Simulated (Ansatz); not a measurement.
Task: Name crystals whose computed values (LDA in the plane-wave PAW code Ansatz) fall in these windows: electron conductivity mass (mₑ) 0.32 to 0.42; ε∞ 2.5 to 3.8.

Result: 

```json
[
 {"crystal": "AlClO, Pmmn (Al on 2b, Cl on 2a, O on 2a)", "electron conductivity mass (mₑ)": "0.37", "ε∞": "3.18"},
 {"crystal": "KBr, rock salt", "electron conductivity mass (mₑ)": "0.34", "ε∞": "2.76"},
 {"crystal": "NaCl, rock salt", "electron conductivity mass (mₑ)": "0.37", "ε∞": "2.67"},
 {"crystal": "BaO, P6_3/mmc (Ba on 2d, O on 2c)", "electron conductivity mass (mₑ)": "0.39", "ε∞": "3.76"},
 {"crystal": "MgO, wurtzite", "electron conductivity mass (mₑ)": "0.35", "ε∞": "3.02"}
]
```
Others may fit too.

Not the usual ambient phase: BaO, P6_3/mmc (Ba on 2d, O on 2c); MgO, wurtzite. Standing as an ambient phase not checked: AlClO, Pmmn (Al on 2b, Cl on 2a, O on 2a). Weakly bound layers, chains or molecules computed without a dispersion correction, so cells and soft constants are ill determined: AlClO, Pmmn (Al on 2b, Cl on 2a, O on 2a). All cells were relaxed under the symmetry of their starts (and spin orders); stability against distortions was not tested throughout. Spin–orbit coupling is left out wherever it is not named.

Potentials: the later of the program's two PAW sets.
